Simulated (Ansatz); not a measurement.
**Calculation log, InPd (Pm-3m) (phonons)**

Computed with PBEsol, PAW on Ansatz 0.2.0's default frozen-core files (fitted under PBE), scalar-relativistic; not a measurement.

The cell comes from a PAW relaxation under the same functional.

The structure is one entry of a database and needn't be the stable phase.

Launched as:

```sh
ansatz run input.yaml --threads 1 --pin off --max-ram 3072MiB --backend cpu --events-out ev --progress --plain --runs-dir out
```

input.yaml:

```yaml
crystal:
  lattice:
    - [3.2480179769, 0.0, 0.0]
    - [0.0, 3.2480179769, 0.0]
    - [0.0, 0.0, 3.2480179769]
  atoms:
    - { symbol: In, position: [0.0, 0.0, 0.0] }
    - { symbol: Pd, position: [0.5, 0.5, 0.5] }
kpoints:
  mp_grid: { grid: [12, 12, 12] }
scf:
  occupations: { method: fermi_dirac, width: 0.1 }
hamiltonian:
  xc: pbesol
  pseudopotentials: { kind: paw }
phonons:
  qmesh: [2, 2, 2]
  qpath:
    path:
      - [0.0, 0.0, 0.0]
      - [0.0, 0.5, 0.0]
      - [0.5, 0.5, 0.0]
      - [0.0, 0.0, 0.0]
      - [0.5, 0.5, 0.5]
      - [0.0, 0.5, 0.0]
      - [0.5, 0.5, 0.5]
      - [0.5, 0.5, 0.0]
    npoints: 6
  temperatures: { t_min: 0, t_max: 1000, t_step: 100 }
```

Output (shortened where marked):

```
Warning: RAYON_NUM_THREADS=1 ignored (pool sized by the plan → 1); use --threads N
Engine: ansatz 0.2.0, x86_64-unknown-linux-gnu
Pseudopotentials: kind: paw
Pseudopotential: In, paw, valence charge 13, recommended cutoff 420 eV (normal), In.paw.azcp
Pseudopotential: Pd, paw, valence charge 18, recommended cutoff 420 eV (normal), Pd.paw.azcp
Functional definition: PBEsol
  exchange = pbesol_x
  correlation = pbesol_c
Crystal: 4 atoms, lattice volume = 68.531 Å³
Basis set: ecut = 420 eV, 1373 PW (Γ), exchange–correlation on 48×48×90 points (8 copies of the dense FFT grid, shifted against one another)
Bands: 38, of which v1, the nominal top of the filled ones, is band 31 counted from 1 (30 counted from 0)
Symmetry: 32 space group operations
k-points: 112 of 864
Non-local potential: In, projectors of the file, l = 0: 2, l = 1: 2, l = 2: 2, l = 3: 2
Non-local potential: Pd, projectors of the file, l = 0: 2, l = 1: 2, l = 2: 2, l = 3: 1
PAW form: soft (Blöchl's): semilocal exchange-correlation on the pseudo side does not see the compensation charge
[... 154 lines left out ...]
  supercell 1 (2 cells, vectors [1, 0, 0], [0, 1, 0], [0, 0, 2] in multiples of the cell's): 4 displaced members by 0.0025 Å; free energy -24866.259164 eV; taken off its force constants: by the sum rule 4.9e-4, by the ...
  symmetry images taken by strict's conditions (phonons.symmetry_images: auto; settled by no image being taken that strict refuses)
  supercell 2 (2 cells, vectors [1, 0, 0], [0, 1, -1], [0, 0, 2] in multiples of the cell's): 2 displaced members by 0.0025 Å; free energy -24866.259164 eV; taken off its force constants: by the sum rule 5.5e-4, by the ...
  symmetry images taken by strict's conditions (phonons.symmetry_images: auto; settled by no image being taken that strict refuses)
  supercell 3 (2 cells, vectors [0, 1, -1], [-1, 1, 0], [0, 0, 2] in multiples of the cell's): 2 displaced members by 0.0025 Å; free energy -24866.259164 eV; taken off its force constants: by the sum rule 5.9e-4, by the ...
  symmetry images taken by strict's conditions (phonons.symmetry_images: auto; settled by no image being taken that strict refuses)
  q = [0.0000, 0.0000, 0.0000] (star 1, supercell 1; hermiticity 0.00e0, symmetrization 1.51e-7): -0.00 0.00 0.00 144.42 144.42 144.42
  q = [0.0000, 0.0000, -0.5000] (star 3, supercell 1; hermiticity 1.07e-16, symmetrization 1.36e-16): 83.57 83.57 104.70 104.70 116.08 160.34
  q = [0.0000, -0.5000, -0.5000] (star 3, supercell 2; hermiticity 1.04e-16, symmetrization 5.53e-16): 48.42 48.42 99.41 100.78 174.04 174.04
  q = [-0.5000, -0.5000, -0.5000] (star 1, supercell 3; hermiticity 8.58e-17, symmetrization 5.45e-16): 95.06 95.06 95.06 144.40 144.40 144.40
  joined force constants: q→R imaginary residual 2.43e-17
  density of states and harmonic sums: on the 20×20×20 q-mesh, interpolated from the force constants of a 2×2×2 supercell (no non-analytic term)
  largest difference from the sums on the solved wave vectors: F 8.97e-2 eV, S 1.22e-4 and C_V 3.23e-5 eV/K
```

Self-consistency was reached.

### Phonons on the q mesh

Harmonic phonons of a crystal by Kohn-Sham DFT at the given cell, standard atomic masses, acoustic sum rule imposed; negative wavenumbers are unstable modes; one row a degenerate set, branches counted upwards.

```json
{
  "Unstable phonons": "no"
}
```

```csv
point,q a (r.l.u.),q b (r.l.u.),q c (r.l.u.),branch,phonon wavenumber (cm⁻¹),degeneracy
Gamma,0,0,0,4,144.4,3
X,0.5,0,0,1,83.6,2
X,0.5,0,0,3,104.7,2
X,0.5,0,0,5,116.1,1
X,0.5,0,0,6,160.3,1
M,0.5,0.5,0,1,48.4,2
M,0.5,0.5,0,3,99.4,1
M,0.5,0.5,0,4,100.8,1
M,0.5,0.5,0,5,174,2
R,0.5,0.5,0.5,1,95.1,3
R,0.5,0.5,0.5,4,144.4,3
```

### Harmonic thermodynamics

Sums over wave vectors interpolated from the q mesh.

| Quantity | Value |
| --- | --- |
| Zero point energy | 20.01 meV/atom |

```csv
temperature (K),phonon heat capacity (k_B/atom),phonon entropy (k_B/atom),phonon free energy (meV/atom)
100,2.43,2.246,12.03
200,2.837,4.097,-16.02
300,2.926,5.268,-56.69
400,2.958,6.115,-105.9
500,2.973,6.776,-161.6
600,2.981,7.319,-222.3
700,2.986,7.779,-287.4
800,2.989,8.178,-356.2
900,2.991,8.53,-428.3
1000,2.993,8.845,-503.2
```

Zone-centre phonons:

Optical zone-centre levels upwards with Mulliken labels, activity, and the element with most of the kinetic energy.

```
Point group : m-3m
```

```
number  phonon wavenumber (cm⁻¹)  label  infrared  raman  lead element
     1                     144.4    T1u       yes     no            Pd
```

Limits of these numbers: frozen-core PAW files fitted under PBE, their cores solved anew for the functional of the run; responses of metals move with mesh and smearing; coarse q mesh; activity by symmetry alone, a metal screens infrared modes.

It took 2.5 min on 1 thread of Intel(R) Xeon(R) 6975P-C (Granite Rapids), with other jobs on the host, peak memory 0.82 GiB.
